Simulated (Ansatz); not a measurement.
BP in space group P4_2/mmc (No. 131; B on 2c, P on 2e), plane-wave PAW PBE (Ansatz code), all energies at zero smearing, with the estimated change up to a 700 eV cutoff added, with one set of potentials and settings (totals compare only within such a set). Cell of 4 atoms (2 B, 2 P): -1820.897 eV.

```tsv
element	reference phase	E (eV/atom)
B	R-3m, 12 atoms in the cell	-155.9161
P	Cmce, 4 atoms in the cell	-755.6743
```

Formation energy per atom, worked out: (-1820.897 − 2×(-155.9161) − 2×(-755.6743))/4 = 0.571 eV/atom (55 kJ per mol of atoms), at 0 K, without zero-point energy or fitted corrections.

A made-up cell: these elements were put on the sites of a structure type; neither database checked (COD, Materials Project) lists it. It is not the phase usual at ambient conditions (space group No. 216). The cell was relaxed with PBE under the symmetry of its start; its stability against distortions is not shown here. The references are the lowest solids computed at this level, not always the standard phases.

Potentials: the later of the program's two PAW sets.
